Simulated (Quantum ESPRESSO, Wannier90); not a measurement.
## Wannier functions of Ag₂S (anti-fluorite)

```yaml
crystal:
  lattice:
    - [0.00000, 3.12399, 3.12399]
    - [3.12399, 0.00000, 3.12399]
    - [3.12399, 3.12399, 0.00000]
  atoms:
    - { symbol: Ag, position: [0.75000, 0.75000, 0.75000] }
    - { symbol: Ag, position: [0.25000, 0.25000, 0.25000] }
    - { symbol: S, position: [0.00000, 0.00000, 0.00000] }
```

Materials Project entry mp-1229090; symmetrised, unrelaxed at this level. Not found in the COD (Crystallography Open Database) copy used, which has the formula in other groups; not checked further. Method: LDA plane waves in Quantum ESPRESSO 7.5 (PseudoDojo norm-conserving files, 69 Ry, no spin polarisation, no spin-orbit coupling), Bloch states on a 8×8×8 mesh through Γ, Wannier90 4.0.1. Density: 8×8×8 mesh, cold smearing 0.01 Ry.

Base run: 13 functions from bands 10-34 of the 34 computed, start hydrogen-like Ag: d; S: p, centres 0.05 Å off the atoms, frozen window up to -0.05 eV relative to the Fermi level, outer window open. One thing is changed at a time; window edges are relative to the Fermi level. The misfit compares interpolated bands with pw.x on a high-symmetry path, for states up to 0.0 eV relative to the Fermi level. Converged means that the tolerances were met: symmetric starts can stop on a saddle, which shows as a larger Ω_OD at equal Ω_I and can move the misfit too.

| setting | functions | frozen to (eV) | Ω_I (Å²) | Ω_D (Å²) | Ω_OD (Å²) | rms misfit (meV) | worst (meV) | ended |
|---|---|---|---|---|---|---|---|---|
| base | 13 | -0.05 | 17.06 | 0.01 | 1.63 | 45 | 537 | converged |
| frozen window to 3.95 eV | 13 | 3.95 | – | – | – | – | – | stops: too many frozen states |
| frozen window to 0.95 eV | 13 | 0.95 | – | – | – | – | – | stops: too many frozen states |
| frozen window to -3.05 eV | 13 | -3.05 | 13.74 | 0.00 | 0.66 | 196 | 1439 | converged |
| frozen window to 0.60 eV | 13 | 0.60 | – | – | – | – | – | stops: too many frozen states |
| no frozen window | 13 | none | 9.86 | 0.00 | 0.04 | 733 | 2304 | converged |
| outer window to 0.30 eV | 13 | -0.05 | 17.06 | 0.01 | 1.63 | 44 | 526 | converged |
| outer window to -1.00 eV | 13 | -0.05 | – | – | – | – | – | stops: too few bands in the window |
